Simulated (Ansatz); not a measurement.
TiSi$_{2}$ in space group P6/mmm (No. 191; Ti on 1a, Si on 2d) at seven volumes, DFT-PBE in the program Ansatz with PAW potentials, shape and atoms relaxed at each. One row is withheld.

| V (Å³/atom) | P (GPa) |
|---|---|
| 12.877 | 15.28 |
| 13.301 | 9.37 |
| 13.726 | 4.31 |
| 14.150 | 0.00 |
| 14.575 | -3.63 |
| 14.999 | -6.65 |
| 15.424 | ? |

Problem. Fit the shown pressures and predict the withheld one.

Solution. P = (3/2)B₀(x^(7/2) − x^(5/2))[1 + (3/4)(B′ − 4)(x − 1)] with x = (V₀/V)^(2/3). Least squares on the six rows gives V₀ = 14.153 Å³/atom, B₀ = 131 GPa, B′ = 4.49. At V = 15.424, x = 0.9443 and P = -9.29 GPa. The run itself gave -9.13 GPa.

A made-up cell: these elements were put on the sites of a structure type; neither database checked (COD, Materials Project) lists it. It is not the phase usual at ambient conditions (space group No. 63, 70). Symmetry was held in the PBE relaxation; whether a distortion lowers the energy is not shown. The run is not spin-polarised.

Potentials: the later of the program's two PAW sets.
